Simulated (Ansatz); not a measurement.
Relaxed candidate structures of ZrPbF6:

A. P1 (No. 1), aP8; a = 4.109 Å, b = 4.987 Å, c = 6.626 Å, α = 85.86°, β = 89.96°, γ = 65.69°; close to Cm at 0.1 Å; F 1a (0.364, 0.314, 0.240); F 1a (0.212, 0.618, 0.788); F 1a (0.090, 0.863, 0.352); F 1a (0.490, 0.063, 0.642); F 1a (0.780, 0.481, 0.501); F 1a (0.931, 0.180, 0.945); Pb 1a (0.551, 0.940, 0.005); Zr 1a (0.281, 0.481, 0.512)

B. Cmme (No. 67), oS32; a = 7.5426 Å, b = 11.2193 Å, c = 5.3340 Å, α = 90.00°, β = 90.00°, γ = 90.00°; Zr 4a (0.250, 0.000, 0.000); Pb 4g (0.000, 0.250, 0.468); F 16o (0.313, 0.128, 0.256); F 8m (0.000, 0.070, 0.162)

C. F-43m (No. 216), cF32; a = 8.0946 Å, b = 8.0946 Å, c = 8.0946 Å, α = 90.00°, β = 90.00°, γ = 90.00°; F 24f (0.000, 0.000, 0.247); Pb 4d (0.750, 0.750, 0.750); Zr 4a (0.000, 0.000, 0.000)

D. P4 (No. 75), tP8; a = b = 4.498 Å, c = 6.186 Å, α = β = γ = 90.00°; F 4d (0.294, 0.194, 0.996); F 2c (0.000, 0.500, 0.372); Pb 1a (0.000, 0.000, 0.725); Zr 1a (0.000, 0.000, 0.200)

**Question.** Order them by energy per atom (lowest first) at the level r2SCAN (plane waves to 500 eV, PAW, scalar-relativistic; Ansatz, an electronic-structure program).

**Answer.** B (reference, the lowest of the structures calculated here), A (+0.099 eV/atom), C (+0.256 eV/atom), D (+0.686 eV/atom)

**Question.** Give each candidate's band gap.

**Answer.** No candidate is metallic. A: 5.00 eV (no spin-orbit coupling); B: 5.63 eV (no spin-orbit coupling); C: 5.79 eV (no spin-orbit coupling); D: 4.19 eV (no spin-orbit coupling).

Each run could gain symmetry but not lose that of its start, so entries can be saddle points. From databases, or of a type measured for this composition: Cmme, oS32; the others are generated cells (placed on structure types, drawn at random, substituted or restacked) that were not matched to a known phase here. Energies are at zero temperature and pressure, without zero-point motion. No spin polarisation in the result. Gaps of cells over 8 atoms come from the SCF mesh and high-symmetry points alone.
